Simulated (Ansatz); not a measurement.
A geometry of WS2 away from equilibrium: the start of the relaxation of a relaxed WS2 cell, doubled along one cell vector, shaken by Gaussian noise of σ = 0.08 Å a coordinate. Level of theory: PBEsol (plane waves to 420 eV, PAW, scalar-relativistic; Ansatz, a first-principles code). Γ-centred k-mesh 9×5×9 on the run's cell (coarser than for final values), Fermi–Dirac smearing 0.05 eV.

```xyz
6
Lattice="1.5737 0.9086 6.3720 -3.1474 1.8172 12.7439 0.0000 -1.8172 6.3720" Properties=species:S:1:pos:R:3:forces:R:3 pbc="T T T" free_energy=-24057.578 pressure_GPa=5.4
W      0.0532    -0.1190    19.1785   -0.2788    2.1866   -2.4772
W     -1.5368     0.8354    25.4396   -1.5379   -0.4843    2.9217
S      0.0360     0.0466    14.3097    0.2505   -2.2994    1.1265
S     -1.5816     0.8646    20.6438    0.3837   -0.2587    0.6600
S      0.0785    -0.1391    11.1702   -1.0820    0.7255    0.0104
S     -1.6278     0.7965    17.6420    2.2644    0.1303   -2.2415
```

Positions in Å, forces in eV/Å, free energy of the cell in eV (comparable only within this code, potentials and settings). Largest force: 3.34 eV/Å, on W2 (atoms numbered as listed); the geometry lies 0.10 eV/atom above the end of its relaxation.

No spin polarisation in the result. Without a van der Waals term the distances between weakly bound units are poorly fixed.

The first start was generated by placing the elements on the sites of a structure type. A measured structure of WS2 has the same space group, R3m (No. 160); the sites were not compared with it. Another known form has space group No. 194.
